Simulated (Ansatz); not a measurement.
Theory: DFT PBE, scalar-relativistic, plane waves, PAW (Ansatz). Settings: cutoff 420 eV, Γ-centred meshes spaced at most about 0.3 Å⁻¹, and about 0.25 Å⁻¹ or finer for metals (2π included), Gaussian smearing. No spin polarisation in the final relaxations.

All energies are static (0 K, no zero-point motion).

Two forms of MgCdS₄ were relaxed alike.

A.

```yaml
crystal:
  lattice:
    - [4.47743, 0.00000, 0.00000]
    - [-2.23872, 3.87757, 0.00000]
    - [0.00000, 0.00000, 9.80167]
  atoms:
    - { symbol: Mg, position: [0.33333, 0.66667, 0.00000] }
    - { symbol: Cd, position: [0.66667, 0.33333, 0.50000] }
    - { symbol: S, position: [0.66667, 0.33333, 0.89419] }
    - { symbol: S, position: [0.66667, 0.33333, 0.10581] }
    - { symbol: S, position: [0.00000, 0.00000, 0.00000] }
    - { symbol: S, position: [0.00000, 0.00000, 0.50000] }
```

B.

```yaml
crystal:
  lattice:
    - [6.83304, 0.00000, 0.00000]
    - [-3.41652, 5.91759, 0.00000]
    - [0.00000, 0.00000, 3.18771]
  atoms:
    - { symbol: Mg, position: [0.00000, 0.00000, 0.00000] }
    - { symbol: Cd, position: [0.66667, 0.33333, 0.00000] }
    - { symbol: S, position: [0.33333, 0.66667, 0.00000] }
    - { symbol: S, position: [0.65570, 0.82785, 0.50000] }
    - { symbol: S, position: [0.17215, 0.82785, 0.50000] }
    - { symbol: S, position: [0.17215, 0.34430, 0.50000] }
```

Task: Which is lower in energy, and by how much?

Result: A is lower, by 239 meV/atom. A has space group P-6m2 (No. 187), 28.4 Å³/atom and no gap on its mesh; B has space group P-6m2 (No. 187), 21.5 Å³/atom and no gap. Counting S atoms around Cd and Mg (those within 1.25 times the shortest such distance or 1.15 times the sum of covalent radii, 1.27 where that leaves under three; the shortest distance is added where it exceeds 1.18 times the sum of covalent radii), A has Mg 9, Cd 3 and B has Mg 6, Cd 15 from 3.8 Å. A holds S–S pairs (shortest 2.07 Å); in B the shortest S–S distance is 2.49 Å, near bonding range too. Both come from invented guesses. A third cell relaxed alike, in P4/mmm, lies 105 meV/atom below the lower of the two.

No dispersion correction is applied, so the spacing and binding between layers, chains or molecules are poorly described (P-6m2 at 28.4 Å³/atom), and this can change margins and order among such cells. Cells relaxed within their symmetry can be saddle points.
